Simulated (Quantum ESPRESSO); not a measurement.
One change at a time to AlScZr6

All numbers below are calculated, not measured. They come from Quantum ESPRESSO 7.5, a public plane-wave density functional program. Each row is one single-point run on a made-up periodic cell of eight metal atoms, with elements, volume, strain and displacements drawn at random and not relaxed, so a cell may be unstable or far from any real phase. There is no spin polarisation or spin-orbit coupling.

Settings: PBE unless stated; PseudoDojo standard norm-conserving files; Fermi-Dirac width 0.25 eV, which means electrons at about 2900 K; cutoff 1143 eV; 7 x 5 x 2 k mesh shifted half a step off Gamma. E is the free energy of the whole cell (internal energy minus TS), so a -TS column is already part of it. Stress is positive in tension, and the pressure P is minus a third of its trace.

Checks: one run of this series was repeated at a higher cutoff and on a denser mesh, which moved values by no more than 0.002 eV, 0.06 GPa and 0.008 eV/Å, and a second program with other atomic files agreed on it to 2 % rms in force and 0.5 GPa in pressure. Known limits: a spin test at this wide smearing found no moment, but such smearing suppresses magnetism that the real alloy may have.

The lattice is face-centred cubic, and the cell vectors in Å are (-0.008, 2.288, 2.296); (-4.471, 0.070, -0.054); (0.247, -9.193, 9.224), a volume of 188.63 Å³ in run 1. The elements on sites 1 to 8 are Zr Zr Sc Zr Zr Al Zr Zr. Each later run makes one change to run 1 and keeps the rest. E is counted from run 1, and is n/a where other atomic files have another zero of energy.

| run | change | V (Å³) | P (GPa) | -TS (eV) | rms force (eV/Å) | largest change of a force component (eV/Å) | E (eV) |
|---|---|---|---|---|---|---|---|
| 1 | none | 188.63 | -1.57 | -2.139 | 0.524 | 0.000 | 0.000 |
| 2 | sites 4 and 6 exchanged | 188.63 | -1.85 | -2.156 | 0.608 | 0.628 | 0.005 |
| 3 | all lengths scaled by -0.56 % | 185.48 | -0.27 | -2.102 | 0.548 | 0.062 | ? |
| 4 | PBEsol in place of PBE | 188.63 | -4.71 | -2.143 | 0.488 | 0.105 | n/a |
| 5 | Ti on site 1 | 188.63 | -4.61 | -2.277 | 0.364 | 0.503 | n/a |
| 6 | site 2 moved by -0.25 Å along z | 188.63 | -1.11 | -2.118 | 0.549 | 0.954 | 0.158 |

## Worked estimate

Along a uniform scaling dE = -P dV. The mean of the two pressures is -0.920 GPa and the volume changes by -3.15 Å³, with 160.2 GPa to one eV/Å³. The same two rows give -V dP/dV = 77 GPa for this cell with clamped atoms, which is not the bulk modulus of a real alloy.

## Withheld value

Question: what E should run 3 give?

The estimate is -0.018 eV. The calculation gave -0.018 eV.
